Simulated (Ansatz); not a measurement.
Ga3Ir in space group P4_2/mnm (No. 136; Ga on 4c, Ga on 8j, Ir on 4f), the program Ansatz at the r²SCAN level (PAW), all energies at zero smearing, with the estimated change up to a 700 eV cutoff added, with one set of potentials and settings (totals compare only within such a set). Cell of 16 atoms (12 Ga, 4 Ir): -93284.137 eV.

```
element             reference phase  E (eV/atom)
-------  --------------------------  -----------
Ga        Cmce, 4 atoms in the cell   -3790.2689
Ir       Fm-3m, 1 atoms in the cell  -11948.7272
```

Formation energy per atom, worked out: (-93284.137 − 12×(-3790.2689) − 4×(-11948.7272))/16 = -0.375 eV/atom (-36 kJ per mol of atoms), at 0 K, without zero-point energy or fitted corrections.

The workflow started from a Materials Project entry (that database holds measured and hypothetical structures alike); the Crystallography Open Database copy checked does not list it. Its standing as an ambient phase is unchecked. Symmetry was held in the r²SCAN relaxation; whether a distortion lowers the energy is not shown. No spin polarisation was allowed. The references are the lowest solids computed at this level, not always the standard phases. Scalar-relativistic: spin–orbit coupling is off unless named, which matters more the heavier the elements.

Potentials: the later of the program's two PAW sets.
